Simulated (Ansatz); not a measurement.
## Data sheet: C (DFT)

C:
```
CELL_PARAMETERS angstrom
      6.06354     0.00000     0.00000
      0.00000     6.06354     0.00000
      0.00000     0.00000     6.06354
ATOMIC_POSITIONS crystal
  C  0.58672 0.75000 0.91328
  C  0.58672 0.91328 0.75000
  C  0.75000 0.58672 0.91328
  C  0.75000 0.91328 0.58672
  C  0.91328 0.58672 0.75000
  C  0.91328 0.75000 0.58672
  C  0.08672 0.25000 0.58672
  C  0.08672 0.41328 0.75000
  C  0.25000 0.08672 0.58672
  C  0.25000 0.41328 0.91328
  C  0.41328 0.08672 0.75000
  C  0.41328 0.25000 0.91328
  C  0.08672 0.58672 0.25000
  C  0.08672 0.75000 0.41328
  C  0.25000 0.58672 0.08672
  C  0.25000 0.91328 0.41328
  C  0.41328 0.75000 0.08672
  C  0.41328 0.91328 0.25000
  C  0.58672 0.08672 0.25000
  C  0.58672 0.25000 0.08672
  C  0.75000 0.08672 0.41328
  C  0.75000 0.41328 0.08672
  C  0.91328 0.25000 0.41328
  C  0.91328 0.41328 0.25000
```

Space group Pn-3m (No. 224); conventional cell a = 6.0635 Å, b = 6.0635 Å, c = 6.0635 Å, α = 90.00°, β = 90.00°, γ = 90.00°.

Method: r²SCAN (plane waves, PAW; program Ansatz). Geometry: relaxed at this level of theory. Other levels are named where they apply.

### Cell and energy

Volume per atom: 9.29 Å³
Density: 2.15 g/cm³

### Electronic structure

Band gap: 3.11 eV (indirect)
Valence-band maximum: at Γ
Conduction-band minimum: on the R–M line, 49 % of the way from R (6 equivalent valleys)
Smallest direct gap on the standard path: 3.73 eV
Electron effective mass: 0.58, 0.58, 8.4 mₑ (principal values)
Hole effective mass, band 1 of 3 at the edge: 0.97 along [100], 0.96 along [110], 0.95 along [111] (mₑ)
Hole effective mass, band 2 of 3 at the edge: 0.60 along [100], 0.61 along [110], 0.60 along [111] (mₑ)
Hole effective mass, band 3 of 3 at the edge: 0.60 along [100], 0.60 along [110], 0.60 along [111] (mₑ)
HSE06 gap on the r²SCAN cell: 3.74 eV

### Mechanics

- Bulk modulus (Birch–Murnaghan fit) = 260 GPa
- Pressure derivative B′ = 3.6
- Elastic constants (relaxed ions, GPa) = C11 = 362, C12 = 210, C44 = 169
- Mechanical stability = stable (all eigenvalues of C positive)
- Hill bulk and shear moduli = 261 and 122 GPa
- Young's modulus = 318 GPa
- Poisson's ratio = 0.30
- Debye temperature from the elastic constants = 1190 K

The start of the workflow was typed in or built on a structure type; neither database checked (COD, Materials Project) lists it. It is not the phase usual at ambient conditions (space group No. 194, 227). The r²SCAN relaxation kept the symmetry of its start; whether a distortion lowers the energy is not shown.

Potentials: the later of the program's two PAW sets.
